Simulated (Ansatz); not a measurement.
AlN (wurtzite, P6_3mc), r²SCAN in the plane-wave PAW code Ansatz, all energies at zero smearing, with the estimated change up to a 700 eV cutoff added, with one set of potentials and settings (totals compare only within such a set). Cell of 4 atoms (2 Al, 2 N): -1856.977 eV.

| element | reference phase | E (eV/atom) |
|---|---|---|
| Al | Fm-3m, 1 atoms in the cell | -540.4106 |
| N | Pa-3, 8 atoms in the cell | -384.8341 |

Formation energy per atom, worked out: (-1856.977 − 2×(-540.4106) − 2×(-384.8341))/4 = -1.622 eV/atom (-156 kJ per mol of atoms), at 0 K, without zero-point energy or fitted corrections.

The cell was relaxed with r²SCAN under the symmetry of its start; phonons on a q-mesh show no instability. The references are the lowest solids computed at this level, not always the standard phases (solids in place of the gases).

Potentials: the earlier of the program's two PAW sets.
